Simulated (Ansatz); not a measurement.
The relaxed structure here is a generated cell of YGe: the first start was made by placing the elements on the sites of a structure type, and the end was not matched to a known phase here, so it may be hypothetical.

Relaxation of a generated trial cell of YGe in the AFLOW prototype AB_hR6_160_3a_3a (as in SiC); 6 atoms in the cell, which starts as R3m, hexagonal axes (No. 160), hR6; a = 4.175 Å, b = 4.175 Å, c = 30.677 Å, α = 90.00°, β = 90.00°, γ = 120.00°. Level of theory: r2SCAN (plane waves to 500 eV, PAW, scalar-relativistic; Ansatz, a quantum-chemistry and plane-wave program). Γ-centred k-mesh 7×7×7 on the run's cell (coarser than for final values), Fermi–Dirac smearing 0.05 eV. This is the first round of the run. 

The optimiser's lines from the output (shortened; P is positive under compression):

```
relax step   1: F+E_penalty+E_count = -24485.19617809 eV  Δ(F+E_penalty+E_count) = +0.000e0 eV  max|allowed force component| = 3.268e-1 eV/Å  Δτ_max = 0.0000 Å  P = +20.171 GPa  Ω = 154.336 Å³  (9 SCF iters, dr2 threshold 1.00e-7 eV, accepted)
relax step   2: F+E_penalty+E_count = -24487.15914265 eV  Δ(F+E_penalty+E_count) = -1.963e0 eV  max|allowed force component| = 1.260e-1 eV/Å  Δτ_max = 0.0203 Å  P = +8.180 GPa  Ω = 177.344 Å³  (9 SCF iters, dr2 threshold 6.00e-7 eV, accepted)
relax step   3: F+E_penalty+E_count = -24487.81133532 eV  Δ(F+E_penalty+E_count) = -6.522e-1 eV  max|allowed force component| = 1.836e-1 eV/Å  Δτ_max = 0.0488 Å  P = +2.064 GPa  Ω = 196.592 Å³  (9 SCF iters, dr2 threshold 6.00e-7 eV, accepted)
relax step   4: F+E_penalty+E_count = -24488.21873734 eV  Δ(F+E_penalty+E_count) = -4.074e-1 eV  max|allowed force component| = 5.308e-1 eV/Å  Δτ_max = 0.1131 Å  P = -0.680 GPa  Ω = 205.715 Å³  (9 SCF iters, dr2 threshold 6.00e-7 eV, accepted)
relax step   5: F+E_penalty+E_count = -24488.82319645 eV  Δ(F+E_penalty+E_count) = -6.045e-1 eV  max|allowed force component| = 8.150e-1 eV/Å  Δτ_max = 0.1344 Å  P = -1.746 GPa  Ω = 204.448 Å³  (8 SCF iters, dr2 threshold 6.00e-7 eV, accepted)
relax step   6: F+E_penalty+E_count = -24489.51576056 eV  Δ(F+E_penalty+E_count) = -6.926e-1 eV  max|allowed force component| = 9.263e-1 eV/Å  Δτ_max = 0.1322 Å  P = -1.777 GPa  Ω = 198.186 Å³  (8 SCF iters, dr2 threshold 6.00e-7 eV, accepted)
relax step   7: F+E_penalty+E_count = -24490.10624914 eV  Δ(F+E_penalty+E_count) = -5.905e-1 eV  max|allowed force component| = 6.219e-1 eV/Å  Δτ_max = 0.1994 Å  P = -2.888 GPa  Ω = 196.575 Å³  (8 SCF iters, dr2 threshold 6.00e-7 eV, accepted)
relax step   8: F+E_penalty+E_count = -24490.44058851 eV  Δ(F+E_penalty+E_count) = -3.343e-1 eV  max|allowed force component| = 7.498e-1 eV/Å  Δτ_max = 0.1983 Å  P = -1.128 GPa  Ω = 186.311 Å³  (8 SCF iters, dr2 threshold 6.00e-7 eV, accepted)
relax step   9: F+E_penalty+E_count = -24490.68065828 eV  Δ(F+E_penalty+E_count) = -2.401e-1 eV  max|allowed force component| = 7.532e-1 eV/Å  Δτ_max = 0.1923 Å  P = -0.801 GPa  Ω = 181.094 Å³  (8 SCF iters, dr2 threshold 6.00e-7 eV, accepted)
relax step  10: F+E_penalty+E_count = -24490.86096703 eV  Δ(F+E_penalty+E_count) = -1.803e-1 eV  max|allowed force component| = 5.041e-1 eV/Å  Δτ_max = 0.1949 Å  P = -0.560 GPa  Ω = 176.700 Å³  (8 SCF iters, dr2 threshold 6.00e-7 eV, accepted)
relax step  11: F+E_penalty+E_count = -24490.97009619 eV  Δ(F+E_penalty+E_count) = -1.091e-1 eV  max|allowed force component| = 9.950e-2 eV/Å  Δτ_max = 0.2000 Å  P = -0.176 GPa  Ω = 171.619 Å³  (8 SCF iters, dr2 threshold 6.00e-7 eV, accepted)
relax step  12: F+E_penalty+E_count = -24490.97246000 eV  Δ(F+E_penalty+E_count) = -2.364e-3 eV  max|allowed force component| = 1.311e-1 eV/Å  Δτ_max = 0.0762 Å  P = +0.063 GPa  Ω = 169.825 Å³  (7 SCF iters, dr2 threshold 6.00e-7 eV, accepted)
relax step  13: F+E_penalty+E_count = -24490.97560142 eV  Δ(F+E_penalty+E_count) = -3.141e-3 eV  max|allowed force component| = 1.164e-2 eV/Å  Δτ_max = 0.0299 Å  P = -0.007 GPa  Ω = 170.249 Å³  (6 SCF iters, dr2 threshold 6.00e-7 eV, accepted)
relax step  14: F+E_penalty+E_count = -24490.97562790 eV  Δ(F+E_penalty+E_count) = -2.648e-5 eV  max|allowed force component| = 2.370e-3 eV/Å  Δτ_max = 0.0014 Å  P = +0.004 GPa  Ω = 170.216 Å³  (5 SCF iters, dr2 threshold 8.46e-9 eV, accepted)
relax step  15: F+E_penalty+E_count = -24490.98640351 eV  Δ(F+E_penalty+E_count) = -1.078e-2 eV  max|allowed force component| = 2.227e-3 eV/Å  Δτ_max = 0.0000 Å  P = +0.037 GPa  Ω = 170.216 Å³  stress off target by 6.35e-2 GPa  SCF on the basis re-selected at this cell (its energy is not comparable with the rows above)  (9 SCF iters)
relax step  16: F+E_penalty+E_count = -24490.98641232 eV  Δ(F+E_penalty+E_count) = -8.814e-6 eV  max|allowed force component| = 1.127e-3 eV/Å  Δτ_max = 0.0010 Å  P = -0.004 GPa  Ω = 170.347 Å³  (5 SCF iters, dr2 threshold 1.01e-8 eV, accepted)
relax step  17: F+E_penalty+E_count = -24490.98644404 eV  Δ(F+E_penalty+E_count) = -3.172e-5 eV  max|allowed force component| = 1.112e-3 eV/Å  Δτ_max = 0.0000 Å  P = -0.004 GPa  Ω = 170.347 Å³  stress off target by 4.89e-3 GPa  SCF on the basis re-selected at this cell (its energy is not comparable with the rows above)  (6 SCF iters)
```

From the first to the last row the energy changes by -0.97 eV/atom and the volume by +10.4 %. The last row is marked as not comparable with the walk above it, whose basis was carried along; it does compare with step 1, since both stand on a basis selected at the nominal cutoff for their own cell.

Later rounds, restarted from the end of this one on a renewed k-mesh, logged 8 more steps and released under 0.01 eV/atom more. The final structure after all rounds: R3m, hexagonal axes (No. 160), hR6; a = 4.921 Å, b = 4.921 Å, c = 24.363 Å, α = 90.00°, β = 90.00°, γ = 120.00°. Between re-selections the logged energies stand on a plane-wave basis carried along with the cell. No spin polarisation in the result. The relaxed primitive cell holds an odd number of electrons. A magnetic state may lie lower.

The run could not lose the symmetry of its start: the end is stationary, and may be a saddle point rather than a minimum.
